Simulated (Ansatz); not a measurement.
A geometry of ZrO₂ away from equilibrium: the start of the relaxation of a generated cell, ZrO2 placed in the baddeleyite structure type. Calculation: r2SCAN (plane waves to 500 eV, PAW, scalar-relativistic; Ansatz, a program for electronic structure). Γ-centred k-mesh 4×4×4 on the run's cell (coarser than for final values), Fermi–Dirac smearing 0.05 eV.

```xyz
12
Lattice="5.1505 0.0000 0.0000 0.0000 5.2116 0.0000 -0.8529 0.0000 5.2485" Properties=species:S:1:pos:R:3 pbc="T T T"
Zr     1.2408     0.2059     1.0933
Zr     3.4833     2.8117     1.5310
Zr     3.0568     5.0057     4.1552
Zr     0.8143     2.3999     3.7175
O      0.0665     1.7287     1.8091
O      4.6575     4.3345     0.8151
O      4.2311     3.4829     3.4393
O     -0.3599     0.8771     4.4334
O      1.9070     3.9447     2.5151
O      2.8171     1.3389     0.1092
O      2.3907     1.2669     2.7334
O      1.4805     3.8727     5.1393
```

**Question.** Predict the force on each atom, in eV/Å.

**Answer.** 
| atom | Fx | Fy | Fz |
|---|---|---|---|
| Zr1 | 0.12 | 0.07 | 0.11 |
| Zr2 | -0.12 | 0.07 | -0.11 |
| Zr3 | -0.12 | -0.07 | -0.11 |
| Zr4 | 0.12 | -0.07 | 0.11 |
| O5 | -0.10 | 0.07 | -0.01 |
| O6 | 0.10 | 0.07 | 0.01 |
| O7 | 0.10 | -0.07 | 0.01 |
| O8 | -0.10 | -0.07 | -0.01 |
| O9 | -0.02 | 0.03 | -0.03 |
| O10 | 0.02 | 0.03 | 0.03 |
| O11 | 0.02 | -0.03 | 0.03 |
| O12 | -0.02 | -0.03 | -0.03 |

**Question.** What is the pressure?

**Answer.** +1.3 GPa, compression positive.

No spin polarisation in the result.

The run could not lose the symmetry of its start; a randomly shaken copy of 12 atoms returns to this structure.
